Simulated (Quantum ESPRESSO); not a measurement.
# Kohn-Sham bands of CuI (P4/nmm)

```
CELL_PARAMETERS angstrom
      4.09020     0.00000     0.00000
      0.00000     4.09020     0.00000
      0.00000     0.00000     6.55146
ATOMIC_POSITIONS crystal
  Cu 0.50000 0.50000 0.00000
  Cu 0.00000 0.00000 0.00000
  I  0.50000 0.00000 0.25697
  I  0.00000 0.50000 0.74303
```

Cell from Materials Project (mp-22863), symmetrised, no further relaxation. Not found in the COD (Crystallography Open Database) copy used, which has the formula in other groups; not checked further. Level: PBEsol, spinors with spin-orbit coupling; pw.x of Quantum ESPRESSO at 74 Ry with PseudoDojo potentials, 6×6×4 k-points, Wannier90. Density: 8×8×6 mesh, Gaussian smearing 0.01 Ry. A non-magnetic state is assumed, with no Hubbard U; filled 3d bands tend to lie too high at this level. The cell is built of weakly bound layers, chains or molecules, whose nearest atoms lie 4.30 Å apart. Database cells relaxed without dispersion often hold them too far apart, which can enlarge gaps and weakens couplings between them; spacing and stacking were not compared with the measured crystal.

Energies are relative to the valence-band maximum; weights are on the orthonormalised atomic waves of the pseudopotential files, averaged over the group. 52 electrons a cell are treated as valence.

```
bands  from (eV)  to (eV)  filling  weight on atomic waves
-----  ---------  -------  -------  ----------------------
1–4      -111.55  -111.55   filled              (withheld)
5–8       -70.85   -70.84   filled              (withheld)
9–16      -68.27   -68.25   filled              (withheld)
17–20     -14.16   -13.27   filled              (withheld)
21–32      -6.10    -3.11   filled              (withheld)
33–52      -2.86     0.00   filled              (withheld)
```

Problem. Which atomic shells make up each group?

Solution. 
- 1–4, weight on atomic waves: Cu 3s 100 %
- 5–8, weight on atomic waves: Cu 3p 100 %
- 9–16, weight on atomic waves: Cu 3p 100 %
- 17–20, weight on atomic waves: I 5s 89 %, Cu 4s 8 %
- 21–32, weight on atomic waves: I 5p 66 %, Cu 3d 23 %, Cu 4s 8 %
- 33–52, weight on atomic waves: Cu 3d 85 %, I 5p 13 %

The Kohn-Sham gap over both meshes and the path is 1.26 eV.
